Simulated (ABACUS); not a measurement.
Worked example: self-consistent single point of SiC (Cm, 2 atoms in the cell; from Materials Project mp-8062, changed as shown) in ABACUS.

Computed with PBE, PseudoDojo 0.5 standard norm-conserving PBE (tails mended) pseudopotentials (plane waves; ABACUS 3.10.1).

The change in words: lattice vector b scaled by 1.02. Reference geometry (F-43m):
```yaml
crystal:
  lattice:
    - [0.00000, 2.17699, 2.17699]
    - [2.17699, 0.00000, 2.17699]
    - [2.17699, 2.17699, 0.00000]
  atoms:
    - { symbol: Si, position: [0.25000, 0.25000, 0.25000] }
    - { symbol: C, position: [0.00000, 0.00000, 0.00000] }
```

Reference input (self-consistent single point, DFT, PBE, plane waves, PseudoDojo 0.5 standard norm-conserving PBE (tails mended) pseudopotentials): KPT = Gamma 10 10 10 0 0 0; basis_type = pw; dft_functional = PBE; ecutwfc = 82 Ry; smearing_method = gaussian; smearing_sigma = 0.000734986 Ry; potentials = PseudoDojo 0.5 standard norm-conserving PBE (tails mended); symmetry = 1; ks_solver = dav_subspace; scf_nmax = 100; scf_thr = 1.0e-09 Ry; mixing_type = broyden. This run's input differs from it in these lines:

```diff
@@ -27,3 +27,3 @@
    0.0000000000    4.1139243247    4.1139243247
-   4.1139243247    0.0000000000    4.1139243247
+   4.1962030001    0.0000000000    4.1962030001
    4.1139243247    4.1139243247    0.0000000000
@@ -36,3 +36,3 @@
 1
-   2.0569621623    2.0569621623    2.0569621623 1 1 1
+   2.0775318312    2.0569621623    2.0775318312 1 1 1
```

Output (repeated stretches shortened):

```
 SELF-CONSISTENT
 -------------------------------------------
                                 init_chg = atomic

 PW ALGORITHM --------------- ION=   1  ELEC=   1--------------------------------

 Density error is 0.429145081727
                          Error Threshold = 0.01
 E_KohnSham     -20.3863322486       -277.3702799017
 E_Fermi        0.7129179114         9.6997458011

 PW ALGORITHM --------------- ION=   1  ELEC=   2--------------------------------

 Density error is 0.180218726438
                          Error Threshold = 0.00536431352158
 E_KohnSham     -20.5046173939       -278.9796318669
   [... lines left out ...]

 Density error is 4.560187177e-08
                          Error Threshold = 9.11534388189e-09
 E_KohnSham     -20.5393228478       -279.4518237920
 E_Fermi        0.7351834127         10.0026834881

 PW ALGORITHM --------------- ION=   1  ELEC=   7--------------------------------

 Density error is 9.16240360385e-10
                          Error Threshold = 5.70023397126e-10
 E_KohnSham     -20.5393228533       -279.4518238667
 E_KS(sigma->0) -20.5393228533       -279.4518238667
 E_entropy(-TS) -0.0000000000        -0.0000000000
 E_Fermi        0.7351880416         10.0027464672
 charge density convergence is achieved
 final etot is -279.45182387 eV
 EFERMI = 10.002746467 eV

 STATE ENERGY(eV) AND OCCUPATIONS    NSPIN == 1
   [... 11 lines left out ...]

 TOTAL-FORCE (eV/Angstrom)
                       Si1         0.0640848148        -0.1435282430         0.0640848148
                        C1        -0.0640848148         0.1435282430        -0.0640848148

 TOTAL-STRESS (KBAR)
       -11.7492370661        25.5250649812       -51.5885176848
        25.5250649812        13.1441016665        25.5250649812
       -51.5885176848        25.5250649812       -11.7492370661
 TOTAL-PRESSURE: -3.451457 KBAR

 --------------------------------------------
 !FINAL_ETOT_IS -279.4518238667187120 eV
 --------------------------------------------
```

The run converged in 7 iterations. Against the reference run the free energy goes up by 3.4 meV/atom, the pressure goes from 3.85 to -0.35 GPa, the largest force goes from 0.000 to 0.170 eV/Å and the gap on the mesh goes from 1.360 to 1.249 eV.

The structure comes from a collection of computed structures, made at another level of theory; the collection holds predicted forms beside known ones.

Cost on one core: about 2.5 core-minutes (a rough figure).

“Tails mended”: in these copies of the files the far tail of each local potential was reset to the Coulomb form.
